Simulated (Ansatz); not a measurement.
**Compressing ZrRuAs: a fit and a missing row**

ZrRuAs, P-62m, a = 6.590 Å, c = 3.926 Å. The structure is a Materials Project entry; whether it is the stable form wasn't checked. Ansatz: r2SCAN, PAW, 500 eV, Γ-centred 6×6×10 mesh on 9 atoms, Gaussian smearing 0.10 eV; no spin polarisation. Shape and atoms are relaxed at each volume; pressure is positive in compression.

| V (Å³/atom) | P (GPa) |
| --- | --- |
| 15.422 | 14.27 |
| 15.914 | ? |
| 16.406 | 0.00 |
| 16.899 | -5.53 |
| 17.391 | -10.21 |

Question: Take V0 = 16.406 Å³/atom, fit the third-order Birch–Murnaghan form to the other rows, and predict the missing pressure.

Answer: With the Eulerian strain f = ½[(V0/V)^(2/3) − 1] and y = P/[3f(1 + 2f)^(5/2)], the form is the line y = B0 + 1.5 B0 (B0′ − 4) f. Rows (f, y): 0.02105, 203.8; -0.00977, 198.2; -0.01906, 196.8. Means f = -0.002593, y = 199.60; Σ(Δf)² = 0.0008817, ΣΔfΔy = 0.1555; the slope is their ratio. y = 200.1 + 176.3 f GPa, so B0 = 200.1 GPa and B0′ = 4 + 2 × (176.3)/(3 × 200.1) = 4.59. At V = 15.914, f = 0.01025, y = 201.91 and P = 6.53 GPa. The run gave 6.54 GPa, so the fit is 0.01 GPa too low, a small miss on the scale of the series.

Cost: 5 runs of about 38 core-minutes in all, on Arm Neoverse V1 (shared hosts).